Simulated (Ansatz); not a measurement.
**Structure relaxation, KMgH$_{3}$**

The start is a relaxed KMgH3 cell, doubled along one cell vector, shaken by Gaussian noise of σ = 0.08 Å a coordinate. A full variable-cell relaxation at zero pressure is run with r2SCAN (plane waves to 500 eV, PAW, scalar-relativistic; Ansatz, a first-principles code). First-step values are on the input's coarse k-mesh.

Ansatz input (later rounds restart from its end on a renewed k-mesh):
Ansatz 0.2 input:
```yaml
crystal:
  lattice:
    - [3.9918085498, 0, 0]
    - [0, 3.9918085498, 0]
    - [0, 0, 7.9836170996]
  atoms:
    - { symbol: K, position: [0.4966125672, 0.4967374409, 0.2599811013] }
    - { symbol: K, position: [0.5362384727, 0.531960152, 0.7495799399] }
    - { symbol: Mg, position: [0.0263684313, 0.0022223457, -0.0001327062] }
    - { symbol: Mg, position: [-0.0106841991, 0.0240137613, 0.5117852336] }
    - { symbol: H, position: [0.0248987847, -0.0206689403, 0.257682941] }
    - { symbol: H, position: [-0.002282752, -0.0064050437, 0.7419875558] }
    - { symbol: H, position: [0.5149006418, 0.0078556897, -0.000814012] }
    - { symbol: H, position: [0.4888176091, 0.009292827, 0.5201004037] }
    - { symbol: H, position: [-0.0249094324, 0.5087306805, -0.0056145156] }
    - { symbol: H, position: [0.0215133119, 0.4917183318, 0.4811031519] }
basis: { ecutwfc: 500, ecutrho_ratio: 4, xc_grid: 4, fft_grid_basis: typed }
kpoints: { mp_grid: { grid: [6, 6, 3] } }
hamiltonian:
  xc: r2scan
  dispersion: none
  pseudopotentials: { kind: paw }
scf: { occupations: { method: fermi_dirac, width: 0.05 } }
relax: { f_tol: 0.01, max_steps: 100, cell: { stress_tol: 0.02 } }
output: { forces: true, stress: true }
```

Which atoms feel the largest initial force, and how large is it?

0.84 eV/Å, on Mg4 (atoms numbered as listed).

By how much does the energy per atom fall from start to end?

0.025 eV/atom.

How do the shortest distances between atoms change?

The closest pairs of elements (up to four, under 3.6 Å), start → end: H–Mg 1.84 → 2.00 Å; H–K 2.59 → 2.82 Å; H–H 2.64 → 2.82 Å; K–Mg 3.28 → 3.46 Å.

What band gap does the relaxed structure have at this level?

3.20 eV, indirect (valence top at X, conduction bottom at R) (no spin-orbit coupling).

It ends as:

Space group Pm-3m (No. 221); a = b = c = 3.9918 Å, α = β = γ = 90.00°

```
atom  site  symmetry       x       y       z
----  ----  --------  ------  ------  ------
K       1b      m-3m  0.5000  0.5000  0.5000
Mg      1a      m-3m  0.0000  0.0000  0.0000
H       3d    4/mm.m  0.0000  0.0000  0.5000
```

Final values are on a 8×8×8 k-mesh of the relaxed cell. No spin polarisation in the result.
